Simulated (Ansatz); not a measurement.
Property card for WC

WC:
```
WC
1.0
    2.70401     0.00000     0.00000
    0.00000     2.70401     0.00000
    0.00000     0.00000     2.70401
W C
1 1
Direct
  0.00000   0.00000   0.00000
  0.50000   0.50000   0.50000
```

Space group Pm-3m (No. 221), CsCl type; conventional cell a = 2.704 Å, b = 2.704 Å, c = 2.704 Å, α = 90.00°, β = 90.00°, γ = 90.00°.

Method: the program Ansatz at the PBEsol level (PAW). Structure relaxed to zero pressure with the same functional. Other levels are named where they apply.

**Cell and energy**

- Volume per atom = 9.89 Å³
- Density = 16.45 g/cm³
- Formation energy from the elements (no fitted shifts) = 0.65 eV/atom

**Electronic structure**

- Electronic character = metallic (no gap)
- Density of states at the Fermi level = 0.32 states/eV per atom (mean over ±0.08 eV)
- Gap with spin–orbit coupling = none (metallic)

**Mechanics**

- Bulk modulus (Birch–Murnaghan fit) = 392 GPa
- Pressure derivative B′ = 4.3
- Elastic constants (relaxed ions, GPa) = C11 = 998, C12 = 84.9, C44 = 172
- Mechanical stability = stable (all eigenvalues of C positive)
- Hill bulk and shear moduli = 389 and 257 GPa
- Young's modulus = 632 GPa
- Poisson's ratio = 0.23
- Debye temperature from the elastic constants = 608 K

**Phonons**

* **Highest zone-centre frequency**: 199 cm⁻¹
* **Zone-centre stability**: no imaginary mode at Γ

The cell is a constructed one: a structure type filled with these elements; neither database checked (COD, Materials Project) lists it. It is not the phase usual at ambient conditions (space group No. 187). Symmetry was held in the PBEsol relaxation. No spin polarisation was allowed. As this level gives no gap, shear constants depend on the k-mesh and smearing (Fermi–Dirac, 0.1 eV here). As this level gives no gap, phonon frequencies hold no LO–TO term and depend on the k-mesh and smearing (Fermi–Dirac, 0.1 eV here). The references are the lowest solids computed at this level, not always the standard phases. Scalar-relativistic: spin–orbit coupling is off unless named, which matters more the heavier the elements.

Potentials: the later of the program's two PAW sets.
